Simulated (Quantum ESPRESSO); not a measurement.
Al3MgON3, convergence and cost over cutoff and k mesh

Computed values, not a measurement. The program is pw.x of Quantum ESPRESSO 7.5 (plane-wave density functional theory). The cell is made up: 8 atoms on a rocksalt lattice, with randomly drawn elements, strain and displacements, not relaxed. PseudoDojo standard norm-conserving files (v0.5 for PBE, v0.4.1 for LDA and PBEsol) set the functional; there is no spin polarisation, spin-orbit coupling or dispersion term, and the masses in the input are unused placeholders.

Input of the run in row 4:

```
&control calculation='scf', pseudo_dir='./dojo.nc.sr.pbe.v0_5.standard.upf', outdir='./o', disk_io='low', tprnfor=.true., tstress=.true. /
&system ibrav=0, nat=8, ntyp=4, nbnd=26, ecutwfc=84.00895049, nosym=.true., tot_charge=0,
 occupations='smearing', smearing='fd', degauss=0.0018374661
/
&electrons conv_thr=7.350e-09, electron_maxstep=60, /
ATOMIC_SPECIES
Al 1.0 Al.upf
Mg 1.0 Mg.upf
N 1.0 N.upf
O 1.0 O.upf
CELL_PARAMETERS angstrom
4.0022 -0.0271 -0.0293
-0.0271 4.0033 0.0307
-0.0293 0.0307 4.0706
ATOMIC_POSITIONS angstrom
Al 0.0695 -0.0288 -0.0853
Mg 0.0163 2.022 2.0878
Al 1.9537 -0.0483 1.9711
Al 2.0077 2.0248 -0.019
O 1.9269 0.0145 -0.0764
N 1.9048 1.9642 2.0556
N 4.0061 -0.0402 2.0147
N 4.0209 1.9382 0.0111
K_POINTS automatic
4 4 4 1 1 1
```

The same cell was run at these settings. Meshes are shifted by half a step, and differences are from the last row, which is itself not exact.

```
cutoff (eV)     k mesh  k points solved  threshold (eV)  free energy less the last row's (eV)  pressure (GPa)  largest stress difference (GPa)  largest force difference (eV/Å)  iterations  wall time (s)  k-point pools                  processor
        800  2 x 2 x 2                4           1e-04                                 1.323            0.32                            21.23                            0.080           7              6              4  Intel Xeon, 2023 or later
       1143  2 x 2 x 2                4           1e-07                                 0.222           21.01                             0.26                            0.055          10              8              4  Intel Xeon, 2023 or later
        691  4 x 4 x 4               32           1e-07                                 4.651          -41.50                            62.85                            0.060          11             11              4  Intel Xeon, 2023 or later
       1143  4 x 4 x 4               32           1e-07                                 0.004           21.14                             0.00                            0.002          11             20              4  Intel Xeon, 2023 or later
       1437  6 x 6 x 6              108           1e-07                                 0.000           21.14                             0.00                            0.000          11             69              4  Intel Xeon, 2023 or later
```

Each pool is one process. Wall times include start-up and a band step at six k points, which weighs most on the coarsest meshes. The runs were on shared virtual cores whose load varied, so times are rough.